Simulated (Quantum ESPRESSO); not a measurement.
## Al2GeMgP4 (a curve over strain)

A calculation, not a measurement. The program is pw.x of Quantum ESPRESSO 7.5 (plane-wave density functional theory). The cell is made up: 8 atoms on a zincblende/diamond lattice, with randomly drawn elements, strain and displacements, not relaxed. PseudoDojo standard norm-conserving files (v0.5 for PBE, v0.4.1 for LDA and PBEsol) set the functional; there is no spin polarisation, spin-orbit coupling or dispersion term, and the masses in the input are unused placeholders.

Seven runs add a strain to one cell (the same along x and y); the atoms follow the cell and are not relaxed. Stress in the table is positive in tension.

Input of the run at +0.0024:

```
&control calculation='scf', pseudo_dir='./dojo.nc.sr.pbe.v0_5.standard.upf', outdir='./o', disk_io='medium', tprnfor=.true., tstress=.true. /
&system ibrav=0, nat=8, ntyp=4, nbnd=31, ecutwfc=84.00895049, nosym=.true., tot_charge=0,
 occupations='smearing', smearing='fd', degauss=0.0018374661
/
&electrons conv_thr=7.350e-09, electron_maxstep=60, /
ATOMIC_SPECIES
Al 1.0 Al.upf
Ge 1.0 Ge.upf
Mg 1.0 Mg.upf
P 1.0 P.upf
CELL_PARAMETERS angstrom
5.4785 0.0 0.0
0.0 5.4785 0.0
0.0 0.0 5.4654
ATOMIC_POSITIONS angstrom
Al 0.0046 0.0629 -0.0088
Ge 0.0369 2.7423 2.6954
Mg 2.7035 0.0331 2.6688
Al 2.7483 2.7475 -0.01
P 1.3783 1.367 1.4002
P 1.4071 4.1328 4.0911
P 4.0788 1.3921 4.1322
P 4.1011 4.1336 1.4003
K_POINTS automatic
4 4 4 1 1 1
```

```
added strain  free energy less that of the input shown (eV)  stress xx (GPa)  stress yy (GPa)  stress zz (GPa)  stress xy (GPa)  pressure (GPa)  iterations
     -0.0229                                         0.3938           -10.48           -10.78            -8.56             2.83            9.94          10
     -0.0175                                         0.2858            -9.18            -9.48            -7.57             2.69            8.74          10
     -0.0039                                         0.0724            -6.15            -6.43            -5.32             2.37            5.97          10
     +0.0024                                         0.0000            -4.85            -5.13            -4.37             2.23            4.78          10
     +0.0052                                        -0.0271            -4.29            -4.57            -3.97             2.17            4.28          10
     +0.0087                                        -0.0565            -3.61            -3.89            -3.49             2.09            3.66          10
     +0.0155                                        -0.1001            -2.35            -2.62            -2.59             1.96            2.52          10
```

A cubic fit gives a slope of stress xx against the added strain of 205 GPa at zero added strain, with the atoms clamped. Across the table the free energy follows the integral of the stress to within 0.8 meV. A rerun of one of the cells at 1437 eV and a 6 x 6 x 6 mesh moved values by no more than 0.007 eV in energy, 0.02 GPa in stress and 0.002 eV/Å in force.